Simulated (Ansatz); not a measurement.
Phonons of BaTiO₃ (tetragonal-perovskite type, space group P4mm) at Γ, X = (0.5, 0.0, 0.0), M = (0.5, 0.5, 0.0), Z = (0.0, 0.0, 0.5).

BaTiO3 (tetragonal-perovskite type, space group P4mm)

```xyz
5
Lattice="3.9855 0.0000 0.0000 0.0000 3.9855 0.0000 0.0000 0.0000 4.2013" Properties=species:S:1:pos:R:3 pbc="T T T"
Ti     1.9927     1.9927     1.9228
Ba     0.0000     0.0000     3.9511
O      1.9927     1.9927     3.7349
O      1.9927     0.0000     1.7202
O      0.0000     1.9927     1.7202
```

The numbers are results of PBE (plane waves to 420 eV, PAW, scalar-relativistic; Ansatz, a first-principles code), not measurements. Harmonic phonons by density-functional perturbation theory on a 6×6×6 k mesh, in cm⁻¹; i marks imaginary ones, q is in fractions of the reciprocal vectors of the cell shown, and the three acoustic modes at Γ are left out. The non-analytic (LO-TO) term is not included, so polar modes at Γ have their transverse values. The program warned that its band solver left a few bands short of their tolerance. BaTiO3 is run without spin polarisation. BaTiO3 was relaxed with its symmetry unable to fall.

```csv
q,wavenumbers (cm⁻¹)
Γ,"131i (×2), 146, 159 (×2), 271, 288 (×2), 367, 452 (×2), 569"
"X = (0.5, 0.0, 0.0)","68i, 93, 100, 139, 177, 216, 257, 293, 327, 331, 348, 411, 505, 536, 644"
"M = (0.5, 0.5, 0.0)","90, 103 (×2), 170, 252 (×2), 260, 325 (×2), 353, 425 (×2), 455, 539, 698"
"Z = (0.0, 0.0, 0.5)","118i (×2), 102 (×2), 136, 172 (×2), 187, 295, 313 (×2), 432 (×2), 460, 759"
```

The structure is unstable at this level: the lowest mode is 131i cm⁻¹ at Γ. BaTiO3 is measured in this form, so the imaginary mode is a miss of this level unless the crystal transforms on cooling or is held by pressure.

Highest mode: 759 cm⁻¹ at Z = (0.0, 0.0, 0.5).
